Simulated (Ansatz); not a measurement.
Values for one crystal, relaxed and computed with the program Ansatz at the LDA level (PAW); other levels are named.

| Item | Value |
|---|---|
| Volume per atom | 16.68 Å³ |
| Electronic character | metallic (no gap) |
| Density of states at the Fermi level | 0.28 states/eV per atom (mean over ±0.08 eV) |
| Zone-centre stability | no imaginary mode at Γ |
| Bulk modulus (Birch–Murnaghan fit) | 1010 kbar |
| Highest zone-centre frequency | 207.6 meV |
| Pressure derivative B′ | 4.2 |

Task: Which compound is it?
A. YC2, MoSi2 or CaC2 type
B. HfC, NiAs type
C. LaC2, Immm (La on 2a, C on 4h)
D. GaSb, Immm (Ga on 2a, Sb on 2c)

Result: C, LaC2, Immm (La on 2a, C on 4h)

The workflow started from a Materials Project entry (that database holds measured and hypothetical structures alike); the Crystallography Open Database copy checked does not list it. COD files the formula under space group No. 139. Whether it is the stable phase at ambient conditions was not checked. The LDA relaxation kept the symmetry of its start. Scalar-relativistic: spin–orbit coupling is off unless named, which matters more the heavier the elements.

Potentials: the later of the program's two PAW sets.
